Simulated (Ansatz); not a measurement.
All numbers below come from DFT PBE, scalar-relativistic, plane waves, PAW in Ansatz 0.2.0. All cells share a 420 eV cutoff and Γ-centred k meshes spaced at most about 0.3 Å⁻¹ (about 0.25 or finer for metals, 2π included). No spin polarisation in the final relaxations.

All energies are static (0 K, no zero-point motion).

Compare these two cells of Y5N, each relaxed at this level.

A.

```
Y N
1.0
     5.65759    0.00000    0.00000
    -2.82880    4.89962    0.00000
     0.00000    0.00000    5.92318
Y N
5 1
Direct
  0.66667 0.33333 0.75132
  0.00000 0.00000 0.00000
  0.66667 0.33333 0.24868
  0.33333 0.66667 0.24868
  0.33333 0.66667 0.75132
  0.00000 0.00000 0.50000
```

B.

```
Y N
1.0
     6.17100    0.00000    0.00000
    -3.08550    5.34424    0.00000
     0.00000    0.00000    8.51481
Y N
5 1
Direct
  0.00000 0.00000 0.74104
  0.00000 0.00000 0.25896
  0.50000 0.00000 0.50000
  0.00000 0.50000 0.50000
  0.50000 0.50000 0.50000
  0.00000 0.00000 0.50000
```

Task: Which would you expect to be lower, and how large is the difference?

Result: B is lower, by 212 meV/atom. A has space group P6/mmm (No. 191), 27.4 Å³/atom and no gap on its mesh; B has space group P6/mmm (No. 191), 46.8 Å³/atom and no gap. Counting Y atoms around N (those within 1.25 times the shortest such distance or 1.15 times the sum of covalent radii, 1.27 where that leaves under three; a plus sign parts nearer from farther groups), A has N 2+12 and B has N 2+6. The lower one is the more open, so pressure narrows the difference. Even the lower one lies +0.63 eV/atom against the reference forms of the elements (uncorrected), so neither is stable at this level. In A, around Y on a site of symmetry 3m lie 2 Y at 2.95–2.98 Å, 3 Y at 3.27 Å, 3 Y at 3.58 Å and 3 N at 3.59 Å; Y on a site of symmetry 6/mmm is surrounded by 2 N at 2.96 Å and 12 Y at 3.58 Å; N is surrounded by 2 Y at 2.96 Å and 12 Y at 3.59 Å. In B, around Y on a site of symmetry 6mm lie 1 N at 2.05 Å, 6 Y at 3.71 Å and 1 Y at 4.10 Å; around Y on a site of symmetry mmm lie 2 N at 3.09 Å, 4 Y at 3.09 Å and 4 Y at 3.71 Å; around N lie 2 Y at 2.05 Å and 6 Y at 3.09 Å. Both come from invented guesses.

Cells relaxed within their symmetry can be saddle points.
